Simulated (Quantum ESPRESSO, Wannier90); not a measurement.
LiNbO$_{3}$ (R-3c): Wannier90 run

```
CELL_PARAMETERS angstrom
     -2.63472     4.56347     0.00000
     -5.26944     0.00000     0.00000
     -2.63472     1.52116     4.63437
ATOMIC_POSITIONS crystal
  Li 0.25000 0.25000 0.25000
  Li 0.75000 0.75000 0.75000
  Nb 0.00000 0.00000 0.00000
  Nb 0.50000 0.50000 0.50000
  O  0.75000 0.37036 0.75000
  O  0.25000 0.62964 0.25000
  O  0.12964 0.75000 0.75000
  O  0.87036 0.25000 0.25000
  O  0.37036 0.12963 0.75000
  O  0.62964 0.87037 0.25000
```

Materials Project entry mp-552588; symmetrised, unrelaxed at this level. COD (Crystallography Open Database) has the formula in 3 space groups, this one among them (matched by group alone). Method: PBEsol plane waves in Quantum ESPRESSO 7.5 (PseudoDojo norm-conserving files, 68 Ry, no spin polarisation, no spin-orbit coupling), Bloch states on a 6×6×6 mesh through Γ, Wannier90 4.0.1. Density: 8×8×8 mesh, cold smearing 0.01 Ry.

Base run: 28 functions from bands 17-66 of the 66 computed, start hydrogen-like Nb: d; O: p, centres 0.05 Å off the atoms, frozen window up to 3.88 eV relative to the valence-band maximum, outer window open. One setting was then changed (edges relative to the valence-band maximum; misfit to pw.x on a path, for states up to 3.4 eV relative to the valence-band maximum).

```json
[
 {"run": "base", "Ω_I (Å²)": "23.88", "rms misfit (meV)": "0.3", "worst (meV)": "4.4"},
 {"run": "changed", "Ω_I (Å²)": "23.66", "rms misfit (meV)": "1.5", "worst (meV)": "20"}
]
```

Task: Which change was made?
A) outer window to 15.41 eV
B) frozen window to 4.88 eV
C) frozen window to 3.38 eV

Result: C, frozen window to 3.38 eV. The others give:

```json
[
 {"run": "frozen window to 4.88 eV", "Ω_I (Å²)": "24.19", "rms misfit (meV)": "0.1", "worst (meV)": "0.8"},
 {"run": "outer window to 15.41 eV", "Ω_I (Å²)": "24.32", "rms misfit (meV)": "0.2", "worst (meV)": "3.3"}
]
```
